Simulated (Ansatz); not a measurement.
ZnS:
```xyz
2
Lattice="-1.7824 1.7824 2.5202 1.7824 -1.7824 2.5202 1.7824 1.7824 -2.5202" Properties=species:S:1:pos:R:3 pbc="T T T"
Zn     0.0000     0.0000     0.0000
S      0.0000     0.0000     2.5202
```

Relaxed with r²SCAN+D4.

Q: Tabulate the valence density and the electron localisation function along the shortest Zn–S contact (2.52 Å), DFT-r²SCAN+D4 in the program Ansatz with PAW potentials.

A: 

```csv
distance from Zn (Å),density (e/Å³),ELF
0.25,23.62,0.00
0.38,10.56,0.00
0.50,4.02,0.02
0.63,1.60,0.07
0.76,0.81,0.12
0.88,0.49,0.14
1.01,0.36,0.15
1.13,0.32,0.23
1.26,0.36,0.47
1.39,0.44,0.71
1.51,0.59,0.83
1.64,0.78,0.87
1.76,0.99,0.86
1.89,1.14,0.78
2.02,1.10,0.57
2.14,0.86,0.23
2.27,0.50,0.02
```

The density is the valence pseudo-density with augmentation charge, so density and ELF within about 1 Å of a nucleus are not all-electron values.

Space group Fm-3m (rock salt). This is a known high-pressure phase of the composition, computed here at zero pressure and temperature. The cell was relaxed with r²SCAN+D4 under the symmetry of its start; its stability against distortions is not shown here.

Potentials: the earlier of the program's two PAW sets.
